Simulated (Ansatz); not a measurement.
# ZrTa3N4: rattling a relaxed structure

It was reached by relaxing an invented guess, and it needn't be the stable form of this composition.

The calculation used Ansatz, DFT PBE, scalar-relativistic, plane waves, PAW. Settings: cutoff 420 eV, Γ-centred mesh 12×12×4 on the computed 8-atom cell, Gaussian smearing of 0.10 eV; no spin polarisation.

The cell below (8 atoms, space group P-6m2 (No. 187)) is relaxed within its symmetry.

```
Zr Ta N
1.0
     2.98737    0.00000    0.00000
    -1.49368    2.58714    0.00000
     0.00000    0.00000   11.63700
Zr Ta N
1 3 4
Cartesian
  0.0000 0.0000 0.0000
  0.0000 0.0000 5.8185
  0.0000 0.0000 8.7057
  0.0000 0.0000 2.9314
  0.0000 1.7248 7.2521
  0.0000 1.7248 4.3849
  0.0000 1.7248 10.0790
  0.0000 1.7248 1.5580
```

For the test it was strained at random (σ = 1.5 % a component), the atoms were moved at random (σ = 0.10 Å), and all was relaxed again on a coarse 12×12×2 mesh (in the run’s order of axes) with 0.20 eV smearing, with no symmetry imposed.

Spin–orbit coupling, which can matter for Ta, is left out.

**Question.** What happens?

**Answer.** It returns, within 1 meV/atom of the unmoved cell on that mesh and with the same symmetry when read at 0.1 Å. No instability shows in this cell; modes of other wave vectors, which need another repeat, aren't tested.
